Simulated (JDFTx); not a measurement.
Si(111) slab cut from bulk Si (space group Fd-3m, indices of the conventional cell, lattice of the Materials Project entry mp-149, not re-optimised): 12 atoms in 12 planes, a 1x1 cell of 12.83 Å² (|a| = 3.849, |b| = 3.849 Å), 16.5 Å between the outermost planes, cell height 32.5 Å, 6×6×1 k mesh, Fermi smearing 0.003 Ha, no spin polarisation. Neither spin polarisation nor a larger cell was tried.

Method: PBE, GBRV ultrasoft potentials, plane waves to 20/100 Ha, in JDFTx (a modified build). Vacuum. The outer atoms relax from bulk positions, keeping the cell's symmetry; the lattice is not PBE's own optimum in this code, and that strain can shift the moves by a few hundredths of an ångström. Input:

```
lattice \
  7.2740796480 3.6370398240 0.0000000000 \
  0.0000000000 6.2995377755 0.0000000000 \
  0.0000000000 0.0000000000 61.4160990503
coords-type Lattice
ion Si 0.3333333330 0.3333333330 -0.2538513650 1
ion Si 0.0000000000 0.0000000000 -0.2296750440 1
ion Si 0.0000000000 0.0000000000 -0.1571460830 0
ion Si 0.6666666670 0.6666666670 -0.1329697630 0
ion Si 0.6666666670 0.6666666670 -0.0604408010 0
ion Si 0.3333333330 0.3333333330 -0.0362644810 0
ion Si 0.3333333330 0.3333333330 0.0362644810 0
ion Si 0.0000000000 0.0000000000 0.0604408010 0
ion Si 0.0000000000 0.0000000000 0.1329697630 0
ion Si 0.6666666670 0.6666666670 0.1571460830 0
ion Si 0.6666666670 0.6666666670 0.2296750440 1
ion Si 0.3333333330 0.3333333330 0.2538513650 1
ion-species pseudo/si_pbe_v1.upf
elec-cutoff 20 100
elec-ex-corr gga-PBE
coulomb-interaction Slab 001
coulomb-truncation-embed 0 0 0
kpoint-folding 6 6 1
elec-smearing Fermi 0.003
lcao-params 10
elec-n-bands 30
converge-empty-states yes
electronic-scf nIterations 100 energyDiffThreshold 1e-07
ionic-minimize nIterations 10 energyDiffThreshold 1e-5 knormThreshold 4e-4
dump-name vac.$VAR
dump End State Ecomponents EigStats BandEigs Forces ElecDensity IonicPositions Fillings Kpoints Dtot
```

### Question
How far do the free atoms of the upper face move along the normal, and how much energy is released?

### Answer
Si (atom 12) -0.11 Å, Si (atom 11) 0.03 Å (positive: outward). The free energy falls by 0.085 eV per cell, 53 mJ/m².
